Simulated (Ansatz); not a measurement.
## InPd$_{2}$: computed property card

InPd2:
```xyz
12
Lattice="5.6667 0.0000 0.0000 0.0000 4.2235 0.0000 0.0000 0.0000 8.2843" Properties=species:S:1:pos:R:3 pbc="T T T"
In     4.6642     1.0559     4.9747
In     1.0026     3.1677     3.3095
In     3.8359     3.1677     0.8326
In     1.8308     1.0559     7.4517
Pd     5.2735     1.0559     2.2387
Pd     0.3932     3.1677     6.0456
Pd     3.2265     3.1677     6.3808
Pd     2.4402     1.0559     1.9035
Pd     3.7228     3.1677     3.5468
Pd     1.9439     1.0559     4.7374
Pd     4.7773     1.0559     7.6889
Pd     0.8894     3.1677     0.5953
```

Space group Pnma (No. 62); conventional cell a = 5.667 Å, b = 4.224 Å, c = 8.284 Å, α = β = γ = 90.00°.

Method: plane-wave PAW r²SCAN (Ansatz code). Geometry: relaxed at this level of theory. Other levels are named where they apply.

Cell and energy:

Volume per atom: 16.52 Å³
Density: 10.98 g/cm³
Formation energy from the elements (no fitted shifts): -0.57 eV/atom

Electronic structure:

* **Electronic character**: metallic (no gap)
* **Density of states at the Fermi level**: 0.42 states/eV per atom (mean over ±0.08 eV)
* **Gap with spin–orbit coupling**: none (metallic)

Mechanics:

- Bulk modulus (Birch–Murnaghan fit) = 1450 kbar
- Pressure derivative B′ = 5.6

Charges:

* **Bader charges**: In +0.76, Pd -0.40 to -0.36 e

The first step of the workflow began from a Materials Project structure, measured or hypothetical; the Crystallography Open Database copy checked does not list it. Its standing as an ambient phase is unchecked. Symmetry was held in the r²SCAN relaxation; whether a distortion lowers the energy is not shown. The run is not spin-polarised. Axis ratios of metals converge slowly with the k-mesh, so a and c are less sure than the volume. The references are the lowest solids computed at this level, not always the standard phases. Scalar-relativistic: spin–orbit coupling is off unless named, which matters more the heavier the elements.

Potentials: the later of the program's two PAW sets.
